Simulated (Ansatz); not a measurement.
An Ansatz (an electronic-structure program) run. Input:

Ansatz 0.2 input:
```yaml
crystal:
  lattice:
    - [4.7598868848, 0.0, 0.0]
    - [0.0, 4.7598868848, 0.0]
    - [0.0, 0.0, 3.2008380537]
  atoms:
    - { symbol: Sn, position: [0.0, 0.0, 0.0] }
    - { symbol: Sn, position: [0.5, 0.5, 0.5] }
    - { symbol: O, position: [0.3059145655, 0.3059145655, 0.0] }
    - { symbol: O, position: [0.8059145655, 0.1940854345, 0.5] }
    - { symbol: O, position: [0.1940854345, 0.8059145655, 0.5] }
    - { symbol: O, position: [0.6940854345, 0.6940854345, 0.0] }
kpoints:
  mp_grid: { grid: [6, 6, 9] }
hamiltonian:
  xc: r2scan
  pseudopotentials: { kind: paw }
scf:
  occupations: { method: fixed }
checkpoint: { read: static.run }
output: { write_density: true, elf: true, volumetric_format: npy }
basis: { fft_grid_basis: typed }
```

Output (shortened):

```
Pseudopotential: Sn, paw, valence charge 14
Pseudopotential: O, paw, valence charge 6
Functional definition: r2SCAN
Crystal: 6 atoms, lattice volume = 72.520 Å³
Basis set: ecut = 500 eV, 1867 PW (Γ), exchange–correlation on 144×144×96 points (64 copies of the dense FFT grid, shifted against one another)
Bands: 32, of which v1, the nominal top of the filled ones, is band 26 counted from 1 (25 counted from 0)
Symmetry: 16 space group operations
Space group: P42/mnm (ITA 136), of the structure as read, at distance tolerance 4.2e-5 Å
k-points: 50 of 324
Stability of the state it starts from, as read at its close in the unpolarized treatment …
iter 1 solved again at ethr=3.67e-8 eV; its pass at ethr=3.10e-3 eV (dr2=1.91e-5 eV) is discarded
SCF iter   1: F=—  HF=-14352.427975 eV  |F-HF|=—  |Δ(HF+E_count)|=         —  Δρ=1.17e-6  dr2=9.57e-10  dr2_τ=9.58e-11  ethr=3.67e-8  ⟨swp⟩=3.4  Hψ=10541  notcnv=0  defer=199
preconditioner: auto → Resta (q_TF=auto, 2.581 Å⁻¹)
SCF iter   2: F=-14352.427975 eV  HF=-14352.427975 eV  |F-HF|=4.20e-10  |Δ(HF+E_count)|=   3.16e-8  Δρ=9.35e-7  dr2=4.89e-10  dr2_τ=1.44e-10  ethr=1.84e-12  ⟨swp⟩=10.5  Hψ=8163  notcnv=0
SCF 1 converged in 2 iterations: F = -14352.427975 eV  dr2 = 4.89e-10
SCF converged after 2 iterations
Free energy (F): -14352.427975 eV
Harris-Foulkes:  -14352.427975 eV  (|F-HF|=4.20e-10)
Internal energy: -14352.427975 eV  (E = F + TS)
E sigma→0 (E₀):  -14352.427975 eV
Fermi energy:    8.880994 eV
--- Per-component energies (eV) ---
  E_band       = -164.937066
  E_kinetic    = 1085.745151
  E_local      = -2885.510156  (includes V_loc(G=0)·N_el)
  E_nonlocal   = 131.541393
  E_hartree    = 1502.070280
  E_xc         = -1035.812130
  E_vxc        = -622.680630  (∫ρ·V_xc dr)
  E_paw        = -8986.293225  (= ΣΔE_a)
  E_vpaw       = -917.473859  (= ΣTr[D̂ρ^β])
  E_aug_tail   = 0.003909  (compensation charges beyond the density's cutoff)
  E_vtau       = 39.297004  (kinetic-family band-sum trace: ∫τ·v_τ [+ j·A + Jᵃ·Aᵃ] dr)
  E_ewald      = -4165.516073
  E_core_change = 1.342876  (= ΣΔE_core)
  E_smearing   =  0.000000  (= −TS)
  E_closure    = 0.000000  (closes the sum)
  Σ components = -14352.427975   (vs F -14352.427975, Δ=0.00e0)
  [band-id]    e_kinetic+e_local+e_nonlocal+2·e_hartree+e_vxc+e_vpaw+e_augmentation_tail+e_vtau = -164.936629   (vs E_band -164.937066, Δ=4.38e-4)
--- Band table (eV; the first three rows and the last of 50) ---
  k-point 0: bands = ["-12.8775", "-11.9927", "-11.7009", "-11.6832", "-11.6832", "-11.6296", "-11.5588", "-11.4749", "-11.4419", "-11.4419", "-10.8097", "-9.1442", "-9.1442", "-7.1854", "0.8340", "4.8636", "4.8636", "4.9853", "5.7585", "6.9238", "7.0039", …
  k-point 1: bands = ["-12.8168", "-11.9113", "-11.8299", "-11.8299", "-11.6794", "-11.6455", "-11.5540", "-11.4752", "-11.4586", "-11.4586", "-10.7549", "-8.9223", "-8.9223", "-7.2848", "0.8360", "4.8821", "4.9782", "4.9782", "5.8404", "6.1155", "6.9340", …
  k-point 2: bands = ["-12.6511", "-12.1376", "-12.1376", "-11.7561", "-11.6618", "-11.6210", "-11.5410", "-11.4903", "-11.4903", "-11.4769", "-10.5555", "-8.4267", "-8.4267", "-7.5898", "0.8726", "4.7135", "4.7286", "5.2750", "5.2750", "6.0807", "6.3201", …
  k-point 49: bands = ["-12.5888", "-12.5888", "-12.1069", "-12.1069", "-11.5460", "-11.5460", "-11.4924", "-11.4924", "-11.4625", "-11.4625", "-8.9717", "-8.9717", "-7.6793", "-7.6793", "1.0950", "1.0950", "3.9878", "3.9878", "6.3217", "6.3217", "6.5289", …
```

Cost: roughly 10 core-seconds on shared cores.

Space group P4_2/mnm (rutile). Symmetry was held in the r²SCAN relaxation; of distortions, only those at the zone centre were tested. Scalar-relativistic: spin–orbit coupling is off unless named, which matters more the heavier the elements.

Potentials: the later of the program's two PAW sets.

Ansatz is a plane-wave DFT program.
